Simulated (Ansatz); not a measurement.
A geometry of P away from equilibrium: step 2 of the relaxation of a relaxed P cell displaced along its unstable phonon at q = (½, ½, ½) of its primitive reciprocal cell (248i cm⁻¹), largest move 0.15 Å. Calculation: r2SCAN (plane waves to 500 eV, PAW, scalar-relativistic; Ansatz, a first-principles code). Γ-centred k-mesh 13×13×13 on the run's cell (coarser than for final values), Fermi–Dirac smearing 0.05 eV. The plane waves were selected for a different cell earlier on the path.

```
P
1.0
    4.92904     0.00000     0.00000
    2.46452     2.46452     0.00000
    2.46452     0.00000     2.45956
P
2
Direct
  0.02707   0.00000   0.94585
  0.47293   0.00000   0.05415
```

Question: Give the Cartesian forces on all atoms (eV/Å).

Answer: 
```json
[
 {"atom": "P1", "Fx": "0.00", "Fy": "0.00", "Fz": "0.44"},
 {"atom": "P2", "Fx": "0.00", "Fy": "0.00", "Fz": "-0.44"}
]
```

The path ends in I4/mmm (No. 139). No spin polarisation in the result.

The run could not lose the symmetry of its start: the end is stationary, and may be a saddle point rather than a minimum.

Of the parent cell (Pm-3m (No. 221)): The relaxed structure has the type that P is known to take under pressure; here it was relaxed at zero pressure, from a generated start.

The end of the path is a generated cell of P: the first start was made by placing the elements on the sites of a structure type, and the end was not matched to a known phase here, so it may be hypothetical. Known forms of P include space group No. 64.
